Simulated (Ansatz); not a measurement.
Polymorphs of BN, each relaxed with LDA in the plane-wave PAW code Ansatz:

A: P6_3mc
a = b = 2.529 Å, c = 12.443 Å, α = β = 90.00°, γ = 120.00°

```tsv
atom	site	symmetry	x	y	z
B	2a	3m.	0.0000	0.0000	0.0001
B	2b	3m.	0.3333	0.6667	0.3326
B	2b	3m.	0.6667	0.3333	0.1666
N	2a	3m.	0.0000	0.0000	0.3744
N	2b	3m.	0.3333	0.6667	0.2081
N	2b	3m.	0.6667	0.3333	0.0419
```

B: P6_3/mmc
a = b = 2.488 Å, c = 13.643 Å, α = β = 90.00°, γ = 120.00°

```
atom  site  symmetry       x       y       z
----  ----  --------  ------  ------  ------
B       4f       3m.  0.3333  0.6667  0.1188
N       4f       3m.  0.6667  0.3333  0.1189
```

Q: Order them by energy per atom at 0 K (lowest first) at the level LDA.

A: A (+0 meV/atom), B (+63 meV/atom)

Q: Give each one's gap.

A: A 5.14 eV; B 3.68 eV.

Not the usual ambient phase: A; B. Weakly bound layers, chains or molecules computed without a dispersion correction, so cells and soft constants are ill determined: B. All cells were relaxed under the symmetry of their starts (and spin orders); stability against distortions was not tested throughout.

Energies hold the estimated change up to a 700 eV cutoff; steps of a few meV lie near the error of the meshes.

Potentials: the later of the program's two PAW sets.
